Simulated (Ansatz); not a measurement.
A plane-wave DFT run in Ansatz 0.2.0 (scalar-relativistic PAW potentials unless the input names others): input and command.

```yaml
crystal:
  lattice:
    - [-1.59075, 1.59075, 2.624085]
    - [1.59075, -1.59075, 2.624085]
    - [1.59075, 1.59075, -2.624085]
  atoms:
    - { symbol: Sn, position: [0.0, 0.0, 0.0] }
basis:
  ecutwfc: "350 eV"
kpoints:
  mp_grid: { grid: [20, 20, 20] }
hamiltonian:
  xc: lda
scf:
  occupations: { method: gaussian, width: 0.15 }
output:
  forces: true
  eigenvalues: true
  stress: true
```

```bash
ansatz run input.yaml --threads 1 --pin off --max-ram 1228MiB --backend cpu --events-out ev --progress --plain --runs-dir out
```

Abridged log:
```
Warning: basis.ecutwfc = 350 eV is below the records' recommended 420 eV, and the density's cutoff is lower with it unless basis.ecutrho_ratio is high enough to keep the records' density cutoff: compare with a run at a higher cutoff
Pseudopotentials: kind: paw
Pseudopotential: Sn, paw, valence charge 14, recommended cutoff 420 eV (normal)
Functional definition: SPW92
Crystal: 1 atom, lattice volume = 26.561 Å³
Basis set: ecut = 350 eV, 405 PW (Γ)
Bands: 11, of which v1, the nominal top of the filled ones, is band 7 counted from 1 (6 counted from 0)
Symmetry: 16 space group operations
Space group: I4/mmm (ITA 139), of the structure as read, at distance tolerance 3.0e-5 Å
k-points: 641 of 8000
Initial density: superposition of atomic densities (neutral atoms: chi_scale 0, normalization atom), corrected by the library's trained network
Initial wavefunctions: pseudopotential atomic-orbital guess
Functional: x = slater, c = lda
SCF iter   1: F=—  HF=-5879.483181 eV  |F-HF|=—  |Δ(HF+E_count)|=         —  Δρ=6.88e-3  dr2=5.73e-3  ethr=1.77e-3  ⟨swp⟩=5.0  Hψ=41111  notcnv=0
SCF iter   2: F=—  HF=-5879.480692 eV  |F-HF|=—  |Δ(HF+E_count)|=   2.49e-3  Δρ=3.68e-3  dr2=1.74e-3  ethr=4.09e-5  ⟨swp⟩=1.2  Hψ=12320  notcnv=0
SCF iter   3: F=—  HF=-5879.480097 eV  |F-HF|=—  |Δ(HF+E_count)|=   5.95e-4  Δρ=5.16e-4  dr2=1.02e-4  ethr=1.25e-5  ⟨swp⟩=2.0  Hψ=10029  notcnv=0
SCF iter   4: F=—  HF=-5879.480095 eV  |F-HF|=—  |Δ(HF+E_count)|=   2.70e-6  Δρ=5.25e-4  dr2=4.08e-5  ethr=7.27e-7  ⟨swp⟩=2.0  Hψ=11422  notcnv=0
SCF iter   5: F=—  HF=-5879.480053 eV  |F-HF|=—  |Δ(HF+E_count)|=   4.11e-5  Δρ=1.25e-4  dr2=2.16e-6  ethr=2.92e-7  ⟨swp⟩=2.0  Hψ=11176  notcnv=0
SCF iter   6: F=—  HF=-5879.480052 eV  |F-HF|=—  |Δ(HF+E_count)|=   1.82e-6  Δρ=1.90e-5  dr2=1.15e-7  ethr=1.54e-8  ⟨swp⟩=2.0  Hψ=11338  notcnv=0
SCF iter   7: F=-5879.480052 eV  HF=-5879.480052 eV  |F-HF|=8.51e-10  |Δ(HF+E_count)|=   2.93e-8  Δρ=3.23e-6  dr2=3.87e-9  ethr=7.14e-10  ⟨swp⟩=4.7  Hψ=22284  notcnv=0
SCF 1 converged in 7 iterations: F = -5879.480052 eV  dr2 = 3.87e-9
SCF converged after 7 iterations
Free energy (F): -5879.480052 eV
Harris-Foulkes:  -5879.480052 eV  (|F-HF|=8.51e-10)
Internal energy: -5879.474178 eV  (E = F + TS)
E sigma→0 (E₀):  -5879.477115 eV
Entropy (-TS):   -0.005874 eV (-5.874 meV/atom)
Fermi energy:    10.922350 eV
--- Forces (eV/Å), atoms counted from 1 ---
  atom   1  Sn     0.00000000     0.00000000     0.00000000
--- Stress (GPa, compression-positive) ---
       -1.050301       0.000000       0.000000
        0.000000      -1.050301       0.000000
        0.000000       0.000000      -2.336795
  P = ⅓ Tr σ = -1.4791 GPa (-14.791 kbar)
```

Apart from outputs and empty bands, the input differs from a reference run on usual settings in basis.ecutwfc: 420 → "350 eV". The reference, at the same geometry (not necessarily relaxed), gave pressure -1.51 GPa, largest force 0.000 eV/Å, no gap on the mesh. This run converged in 7 SCF iterations (reference: 7) with an energy at zero smearing 1.92 meV/atom above the reference's, pressure -1.48 GPa, largest force 0.000 eV/Å, no gap on the mesh. Its cutoff is looser than usual, and the result moved.